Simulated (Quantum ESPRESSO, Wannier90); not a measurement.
## AlN (zinc blende): Wannier90 run

Structure: Materials Project mp-1700, symmetrised, not relaxed again. Not found in the COD (Crystallography Open Database) copy used, which has the formula in other groups; not checked further. Level: PBEsol, no spin polarisation, no spin-orbit coupling; pw.x of Quantum ESPRESSO at 68 Ry with PseudoDojo potentials, 12×12×12 k-points, Wannier90. Density: 12×12×12 mesh, cold smearing 0.01 Ry.

```
begin unit_cell_cart
ang
    0.0000000000    2.1839950000    2.1839950000
    2.1839950000    0.0000000000    2.1839950000
    2.1839950000    2.1839950000    0.0000000000
end unit_cell_cart
mp_grid = 12 12 12
```

Q: Which shells of neighbouring k-points and which b-vectors and weights does Wannier90 pick for this cell and mesh?

A: 
```
 *---------------------------------- K-MESH ----------------------------------*
 +----------------------------------------------------------------------------+
 |                    Distance to Nearest-Neighbour Shells                    |
 |                    ------------------------------------                    |
 |          Shell             Distance (Ang^-1)          Multiplicity         |
 |          -----             -----------------          ------------         |
 |             1                   0.207624                      8            |
 |             2                   0.239744                      6            |
 |             3                   0.339049                     12            |
 |             4                   0.397570                     24            |
 |             5                   0.415248                      8            |
 |             6                   0.479487                      6            |
 |             7                   0.522509                     24            |
 |             8                   0.536083                     24            |
       ... (lines left out)
 +----------------------------------------------------------------------------+
 | The b-vectors are chosen automatically                                     |
 | The following shells are used:                       1                     |
 +----------------------------------------------------------------------------+
 |                        Shell   # Nearest-Neighbours                        |
 |                        -----   --------------------                        |
 |                          1               8                                 |
 +----------------------------------------------------------------------------+
 | Completeness relation is fully satisfied [Eq. (B1), PRB 56, 12847 (1997)]  |
 +----------------------------------------------------------------------------+
 |                  b_k Vectors (Ang^-1) and Weights (Ang^2)                  |
 |                  ----------------------------------------                  |
 |            No.         b_k(x)      b_k(y)      b_k(z)        w_b           |
 |            ---        --------------------------------     --------        |
 |             1         0.119872    0.119872   -0.119872     8.699134        |
 |             2         0.119872   -0.119872    0.119872     8.699134        |
 |             3        -0.119872    0.119872    0.119872     8.699134        |
 |             4         0.119872    0.119872    0.119872     8.699134        |
 |             5        -0.119872   -0.119872    0.119872     8.699134        |
 |             6        -0.119872    0.119872   -0.119872     8.699134        |
 |             7         0.119872   -0.119872   -0.119872     8.699134        |
 |             8        -0.119872   -0.119872   -0.119872     8.699134        |
```
